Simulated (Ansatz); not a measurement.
# Ta2O5, first-principles data

Ta$_{2}$O$_{5}$:
```xyz
7
Lattice="3.6492 0.0000 0.0000 0.0000 3.8371 0.0000 0.0000 0.0000 6.3651" Properties=species:S:1:pos:R:3 pbc="T T T"
O      0.0000     0.0000     2.0429
O      0.0000     0.0000     4.3222
O      1.8246     1.9186     3.1825
Ta     1.8246     0.0000     3.1825
O      1.8246     0.0000     0.0000
Ta     0.0000     0.0000     0.0000
O      0.0000     1.9186     0.0000
```

Space group Pmmm (No. 47); conventional cell a = 3.649 Å, b = 3.837 Å, c = 6.365 Å, α = β = γ = 90.00°.

Method: DFT-LDA in the program Ansatz with PAW potentials. The cell and atoms are relaxed at this level. Other levels are named where they apply.

**Cell and energy**

```
Quantity                                                      Result
-----------------------------------------------------  -------------
Volume per atom                                             12.73 Å³
Density                                                   8.23 g/cm³
Formation energy from the elements (no fitted shifts)  -2.61 eV/atom
```

**Electronic structure**

```
Quantity                                                                                                 Result
----------------------------------------  ---------------------------------------------------------------------
Band gap                                                                                     0.29 eV (indirect)
Valence-band maximum                      at R (k = 0.500, 0.500, 0.500 in fractions of the reciprocal vectors)
Conduction-band minimum                   at X (k = 0.500, 0.000, 0.000 in fractions of the reciprocal vectors)
Smallest direct gap on the standard path                                                                0.47 eV
Electron effective mass                                                   0.23, 0.95, 6.6 mₑ (principal values)
```

**Mechanics**

```
Quantity                                                                                                                                      Result
--------------------------------------------  ------------------------------------------------------------------------------------------------------
Bulk modulus (Birch–Murnaghan fit)                                                                                                           220 GPa
Pressure derivative B′                                                                                                                           4.7
Elastic constants (relaxed ions, GPa)         C11 = 711, C22 = 836, C33 = 320, C12 = 54.1, C13 = 139, C23 = 30.2, C44 = 43.6, C55 = 47.1, C66 = 78.1
Mechanical stability                                                                                          stable (all eigenvalues of C positive)
Hill bulk and shear moduli                                                                                                           239 and 109 GPa
Young's modulus                                                                                                                              285 GPa
Poisson's ratio                                                                                                                                 0.30
Debye temperature from the elastic constants                                                                                                   519 K
```

**Dielectric response**

```
Quantity                                                                  Value
----------------------------------------  -------------------------------------
Electronic dielectric constant ε∞ (DFPT)        6.97 (xx), 7.79 (yy), 5.37 (zz)
Born charges (a third of the trace)       O -3.70 to -3.27, Ta +8.59 to +8.65 e
```

**Phonons**

```
Item                                                                           Value
--------------------------------------------------  --------------------------------
Highest zone-centre frequency (without LO–TO term)                         26.92 THz
Zone-centre stability                               unstable, softest mode 414i cm⁻¹
Dynamical stability on the path                          unstable, down to 417i cm⁻¹
```

The workflow started from an entry of the Crystallography Open Database (COD); the relaxed space group is not among those it files for this formula. COD files the formula under space group No. 49. Whether it is the stable phase at ambient conditions was not checked. Symmetry was held in the LDA relaxation. No spin polarisation was allowed. The references are the lowest solids computed at this level, not always the standard phases (solids in place of the gases). Scalar-relativistic: spin–orbit coupling is off unless named, which matters more the heavier the elements.

Potentials: the later of the program's two PAW sets.
